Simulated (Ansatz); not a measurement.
A structure of PbSe relaxed with PBEsol (plane waves to 420 eV, PAW, scalar-relativistic; Ansatz, an electronic-structure program); single points at other levels follow on the same geometry (Ansatz, PAW; HSE06 at 420 eV on a 6×6×6 k-mesh; no spin-orbit coupling). Space group Fm-3m (No. 225).

```xyz
2
Lattice="0.0000 3.0507 3.0507 3.0507 0.0000 3.0507 3.0507 3.0507 0.0000" Properties=species:S:1:pos:R:3 pbc="T T T"
Pb     3.0507     3.0507     3.0507
Se     0.0000     0.0000     0.0000
```

| level | gap (eV) | kind | conduction minimum |
|---|---|---|---|
| PBEsol | 0.17 | direct | L |
| HSE06 | 0.65 | – | L |

HSE06 gaps come from a coarse mesh plus a few chosen points, so they may be too large. No spin polarisation in the result.

It was reached from a disturbed copy of a Fm-3m (No. 225) cell (rock salt type), against which it lies under 1 meV/atom.
